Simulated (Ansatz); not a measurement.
HgSe (zinc blende)

```yaml
crystal:
  lattice:
    - [0.00000, 3.06666, 3.06666]
    - [3.06666, 0.00000, 3.06666]
    - [3.06666, 3.06666, 0.00000]
  atoms:
    - { symbol: Se, position: [0.25000, 0.25000, 0.25000] }
    - { symbol: Hg, position: [0.00000, 0.00000, 0.00000] }
```

The slice is a {110} plane (indices of the conventional cell) through the point (0.250, 0.250, 0.250) (fractional), spanned by u = [100] and v = [1 -1 -1] in vectors of this cell: u (4.34 Å) and v (6.13 Å, at 90° to u). It covers one period; positions are fractions (u, v).

All values below come from PBEsol (plane waves to 420 eV, PAW, scalar-relativistic; Ansatz, a program for electronic structure). k mesh 9×9×9. Inside the PAW spheres the values are not all-electron values, and peaks at nuclei hang on which shells count as valence. At this level the bands of HgSe touch or barely overlap. HgSe was relaxed with its symmetry unable to fall. Spin-orbit coupling is left out, though Hg is heavy.

Three fields on this plane, each scaled to ten steps between its own extremes (0 low, 9 high; the total valence density on a logarithmic scale, the potential cut 8 eV below its top; x marks points blanked near nuclei; v = 0 in the bottom row):

Map A
```
|xxxx8754444578xxx|
|xxxx8643223468xxx|
|xxx875321123578xx|
|98875421001245788|
|77654321000234567|
|55543210000123455|
|44332100000012334|
|22221110000111222|
|11111111111111111|
|10001122222211000|
|00011233333321100|
|00012345555432100|
|00123566776653210|
|11235689999865321|
|123468xxxxxx86432|
|234579xxxxxx97543|
|44568xxxxxxxx8654|
|55678xxxxxxxx8765|
|77778xxxxxxxx8777|
|998889xxxxxx98889|
|xxx989xxxxxx989xx|
|xxxx9889999889xxx|
|xxxx9877777789xxx|
|xxxx9765555679xxx|
```

Map B
```
|xxxx0578888750xxx|
|xxxx1689999861xxx|
|xxx057999999750xx|
|00157899999987510|
|55678999999998765|
|88889999999999888|
|99999999999999999|
|99999999999999999|
|99999999999999999|
|99999999999999999|
|99999998888999999|
|99999887777889999|
|99998764334678999|
|99987510000157899|
|998750xxxxxx05789|
|998630xxxxxx03689|
|98860xxxxxxxx0688|
|87750xxxxxxxx0577|
|55540xxxxxxxx0455|
|001310xxxxxx01310|
|xxx020xxxxxx020xx|
|xxxx0310000130xxx|
|xxxx0454334540xxx|
|xxxx0477777740xxx|
```

Map C
```
|xxxx9741111479xxx|
|xxxx9731001379xxx|
|xxx985200002589xx|
|99986310000136899|
|88753100000013578|
|44321000000001234|
|11100000000000011|
|00000000000000000|
|00000000000000000|
|00000000000000000|
|00000001111000000|
|00000112222110000|
|00001233333321000|
|00013334444333100|
|001234xxxxxx43210|
|001244xxxxxx44210|
|11223xxxxxxxx3221|
|44323xxxxxxxx3234|
|87633xxxxxxxx3367|
|999633xxxxxx33699|
|xxx952xxxxxx259xx|
|xxxx8423443248xxx|
|xxxx9632332369xxx|
|xxxx9732222379xxx|
```

Assign the maps to these fields: electron localisation function (ELF); valence electron density; electrostatic potential energy of an electron, from the cell's mean.

A is the valence electron density; B is the electrostatic potential energy of an electron, from the cell's mean; C is the electron localisation function (ELF).
